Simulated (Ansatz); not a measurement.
Input and command of a calculation in Ansatz (plane waves; scalar-relativistic PAW potentials unless the input names others):

```yaml
crystal:
  lattice:
    - [0.0, 1.54064223, 1.54064223]
    - [1.54064223, 0.0, 1.54064223]
    - [1.54064223, 1.54064223, 0.0]
  atoms:
    - { symbol: Hf, position: [0.0, 0.0, 0.0] }
    - { symbol: "N", position: [0.5, 0.5, 0.5] }
basis:
  ecutwfc: 420
kpoints:
  mp_grid: { grid: [16, 16, 16] }
hamiltonian:
  xc: lda
scf:
  occupations: { method: fermi_dirac, width: 0.15 }
  max_iter: 80
output:
  forces: true
  eigenvalues: true
  stress: true
```

```bash
ansatz run input.yaml --threads 1 --pin off --max-ram 3072MiB --backend cpu --events-out ev --progress --plain --runs-dir out
```

Abridged log:
```
Basis set: ecut = 420 eV, 137 PW (Γ)
Bands: 20, of which v1, the nominal top of the filled ones, is band 16 counted from 1 (15 counted from 0)
Symmetry: 48 space group operations
k-points: 145 of 4096
SCF iter   1: F=—  HF=-15798.848810 eV  |F-HF|=—  |Δ(HF+E_count)|=         —  Δρ=4.05e-1  dr2=6.27e0  ethr=1.77e-3  ⟨swp⟩=9.5  Hψ=46703  notcnv=0  defer=92
automatic band count: the SCF goes on with 24 bands, as 20 were too few: the levels above may hold too much charge
SCF iter   2: F=—  HF=-15796.757640 eV  |F-HF|=—  |Δ(HF+E_count)|=    2.09e0  Δρ=1.16e-1  dr2=4.68e-1  ethr=1.77e-3  ⟨swp⟩=5.5  Hψ=11015  notcnv=0  defer=318
SCF iter   3: F=—  HF=-15796.451728 eV  |F-HF|=—  |Δ(HF+E_count)|=   3.06e-1  Δρ=7.06e-2  dr2=1.47e-1  ethr=1.51e-3  ⟨swp⟩=4.6  Hψ=8447  notcnv=0  defer=314
SCF iter   4: F=—  HF=-15796.411627 eV  |F-HF|=—  |Δ(HF+E_count)|=   4.01e-2  Δρ=3.18e-2  dr2=2.45e-2  ethr=4.73e-4  ⟨swp⟩=3.5  Hψ=7577  notcnv=0  defer=308
SCF iter   5: F=—  HF=-15796.411047 eV  |F-HF|=—  |Δ(HF+E_count)|=   5.80e-4  Δρ=7.87e-3  dr2=1.25e-3  ethr=7.90e-5  ⟨swp⟩=2.8  Hψ=7346  notcnv=0  defer=305
SCF iter   6: F=—  HF=-15796.412073 eV  |F-HF|=—  |Δ(HF+E_count)|=   1.03e-3  Δρ=9.63e-4  dr2=1.92e-5  ethr=4.02e-6  ⟨swp⟩=2.6  Hψ=6874  notcnv=0  defer=305
SCF iter   7: F=—  HF=-15796.412098 eV  |F-HF|=—  |Δ(HF+E_count)|=   2.51e-5  Δρ=5.88e-5  dr2=1.00e-7  ethr=6.19e-8  ⟨swp⟩=3.0  Hψ=7035  notcnv=0  defer=305
SCF iter   8: F=-15796.412098 eV  HF=-15796.412098 eV  |F-HF|=1.07e-10  |Δ(HF+E_count)|=   1.11e-7  Δρ=1.80e-6  dr2=1.03e-10  ethr=3.23e-10  ⟨swp⟩=18.7  Hψ=28309  notcnv=0
SCF 1 converged in 8 iterations: F = -15796.412098 eV  dr2 = 1.03e-10
SCF converged after 8 iterations
Free energy (F): -15796.412098 eV
Harris-Foulkes:  -15796.412098 eV  (|F-HF|=1.07e-10)
Internal energy: -15796.376462 eV  (E = F + TS)
E sigma→0 (E₀):  -15796.394280 eV
Entropy (-TS):   -0.035637 eV (-17.818 meV/atom)
Fermi energy:    73.233296 eV
--- Forces (eV/Å), atoms counted from 1 ---
  atom   1  Hf     0.00000000     0.00000000     0.00000000
  atom   2  N      0.00000000     0.00000000     0.00000000
--- Stress (GPa, compression-positive) ---
     3118.346072       0.000000       0.000000
        0.000000    3118.346072       0.000000
        0.000000       0.000000    3118.346072
  P = ⅓ Tr σ = 3118.3461 GPa (31183.461 kbar)
```

Question: The run was meant for a cell not far from equilibrium. What should be changed?

Answer: The fault is a lattice far too small (lattice vectors times 0.700). Setting it back cures it. The run converged all the same, with an energy at zero smearing 29.1 eV/atom above the reference's, pressure 3118.35 GPa, largest force 0.000 eV/Å, no gap on the mesh, so convergence alone doesn't show that an input is right. A reference run of the cell with lattice vectors 0.0000 2.2009 2.2009; 2.2009 0.0000 2.2009; 2.2009 2.2009 0.0000 Å and the atoms in their places converged, and the end of its own relaxation has pressure 15.00 GPa, largest force 0.000 eV/Å, no gap on the mesh (its cell was held, or driven to that pressure on purpose).

It took 3.4 s on 1 thread of Arm Neoverse V2, with other jobs on the host, peak memory 0.29 GiB.